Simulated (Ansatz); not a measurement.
Given:

LiCl:
Space group F-43m (No. 216); a = 5.467 Å, b = 5.467 Å, c = 5.467 Å, α = 90.00°, β = 90.00°, γ = 90.00°

| atom | site | symmetry | x | y | z |
|---|---|---|---|---|---|
| Li | 4a | -43m | 0.0000 | 0.0000 | 0.0000 |
| Cl | 4d | -43m | 0.7500 | 0.7500 | 0.7500 |
(The calculation used a cell of 2 atoms; values per cell refer to that cell.)

This is the r²SCAN-relaxed structure.

### Question
All from r²SCAN (plane waves, PAW; program Ansatz), unless another level is named. Predict the hole effective mass, band 2 of 3 at the edge.

### Answer
2.1 along [100], 2.1 along [110], 4.8 along [111] (mₑ).

### Question
What about the HSE06 gap on the r²SCAN cell?

### Answer
7.38 eV.

### Question
Give the weight of the valence-edge state by species (Voronoi cells).

### Answer
Cl 91 %, Li 9 %.

The start of the workflow was typed in or built on a structure type; neither database checked (COD, Materials Project) lists it. It is not the phase usual at ambient conditions (space group No. 225). The r²SCAN relaxation kept the symmetry of its start; its stability against distortions is not shown here.

Potentials: the later of the program's two PAW sets.
